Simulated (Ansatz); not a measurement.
K2S:
```
K2S
1.0
    0.00000     3.73104     3.73104
    3.73104     0.00000     3.73104
    3.73104     3.73104     0.00000
K S
2 1
Cartesian
  5.59656   5.59656   5.59656
  1.86552   1.86552   1.86552
  0.00000   0.00000   0.00000
```

Relaxed with PBE. Special points in fractions of this cell's reciprocal vectors: Γ (0.000, 0.000, 0.000); X (0.500, 0.000, 0.500); U (0.625, 0.250, 0.625); K (0.375, 0.375, 0.750); L (0.500, 0.500, 0.500); W (0.500, 0.250, 0.750).

Task: List the band energies nearest the valence-band maximum at these points for PBE (plane waves, PAW; program Ansatz).

Result: In eV from the valence-band maximum; about four levels below and three above (degenerate sets whole), none deeper than 8.9 eV; points with the same levels are listed once.

```csv
k,below,above
Γ,-0.18 -0.18 -0.18,2.32 5.46 5.46
X,-0.72 0.00 0.00,3.50 5.24 6.47
U,-0.53 -0.20 -0.01,3.73 5.39 6.21
L,-0.60 -0.06 -0.06,4.67 4.91 5.78 5.78
W,-0.37 -0.37 -0.02,3.71 5.70 5.70
```

Space group Fm-3m (anti-fluorite). The PBE relaxation kept the symmetry of its start.

Potentials: the later of the program's two PAW sets.
